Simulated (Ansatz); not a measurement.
Theory: Ansatz, DFT PBE, scalar-relativistic, plane waves, PAW. All cells share a 420 eV cutoff and Γ-centred k meshes spaced at most about 0.3 Å⁻¹ (about 0.25 or finer for metals, 2π included). No spin polarisation in the final relaxations.

All energies are static (0 K, no zero-point motion). All come from trial cells, and lower structures may exist.

Question: Which of these relaxed structures of TaRu2 is the lowest in energy?
A.

```xyz
6
Lattice="4.8950 0.0000 0.0000 -2.4475 4.2392 0.0000 0.0000 0.0000 4.4031" Properties=species:S:1:pos:R:3 pbc="T T T"
Ta    0.0000    2.8261    0.0000
Ta    2.4475    1.4131    0.0000
Ru    0.0000    0.0000    0.0000
Ru    1.6537    2.8644    2.2015
Ru    1.5875    0.0000    2.2015
Ru   -0.7938    1.3748    2.2015
```

B.

```xyz
3
Lattice="-1.5657 1.5657 4.7905 1.5657 -1.5657 4.7905 1.5657 1.5657 -4.7905" Properties=species:S:1:pos:R:3 pbc="T T T"
Ta    0.0000    0.0000    4.7905
Ru    0.0000    0.0000    8.1052
Ru    0.0000    0.0000    1.4757
```

Answer: A. It has Ta and Ru ordered on hcp sites, space group P-62m (No. 189); the next, B, with Ta and Ru ordered on bcc sites, space group I4/mmm (No. 139), lies 40 meV/atom higher. Counting all near atoms (those within 1.25 times the shortest distance at each site; a plus sign parts nearer from farther groups), the lowest has Ta 12, Ru 12 and the next has Ta 8+6, Ru 14.

Spin–orbit coupling, which can matter for Ta, is left out. Cells relaxed within their symmetry can be saddle points. Some types were kept out of the candidates beforehand, so the set may lack a known form.
